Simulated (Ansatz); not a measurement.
GaSb:
Space group F-43m (No. 216); a = 6.131 Å, b = 6.131 Å, c = 6.131 Å, α = 90.00°, β = 90.00°, γ = 90.00°

| atom | site | symmetry | x | y | z |
|---|---|---|---|---|---|
| Sb | 4c | -43m | 0.2500 | 0.2500 | 0.2500 |
| Ga | 4a | -43m | 0.0000 | 0.0000 | 0.0000 |
(The calculation used a cell of 2 atoms; values per cell refer to that cell.)

Relaxed with r²SCAN. Independent-particle spectrum: no excitons, no local fields, no scissors shift; 0.1 eV broadening; ε₁ of the summed bands alone.

**Question.** Tabulate the dielectric function from the program Ansatz at the r²SCAN level (PAW).

**Answer.** 

| E (eV) | ε₁ xx | ε₂ xx |
|---|---|---|
| 0.0 | 15.52 | 0.00 |
| 0.5 | 16.60 | 0.86 |
| 1.0 | 17.19 | 1.88 |
| 1.5 | 20.85 | 3.89 |
| 2.0 | 16.83 | 18.39 |
| 2.5 | 10.39 | 13.03 |
| 3.0 | 13.07 | 12.89 |
| 3.5 | 11.43 | 18.50 |
| 4.0 | -7.89 | 29.52 |
| 4.5 | -6.01 | 11.80 |
| 5.0 | -4.21 | 10.15 |
| 5.5 | -7.09 | 7.73 |
| 6.0 | -5.71 | 5.03 |
| 6.5 | -4.68 | 3.55 |
| 7.0 | -3.70 | 2.62 |
| 7.5 | -2.85 | 2.06 |
| 8.0 | -2.45 | 2.30 |
| 8.5 | -2.29 | 1.83 |
| 9.0 | -1.98 | 1.38 |
| 9.5 | -1.73 | 1.10 |
| 10.0 | -1.40 | 1.01 |
| 10.5 | -1.26 | 0.72 |
| 11.0 | -0.97 | 0.62 |
| 11.5 | -0.77 | 0.55 |
| 12.0 | -0.65 | 0.54 |

**Question.** From ε at 1.9 eV (xx: 22.15 + 17.38i), find n, k, the normal reflectivity and the absorption coefficient.

**Answer.** n = 5.02, k = 1.733, R = 49 %, α = 2kE/ħc = 330000 cm⁻¹.

With all bands, ε∞ without local fields is 15.6.

Symmetry was held in the r²SCAN relaxation; of distortions, only those at the zone centre were tested. Scalar-relativistic: spin–orbit coupling is off unless named, which matters more the heavier the elements.

Potentials: the later of the program's two PAW sets.
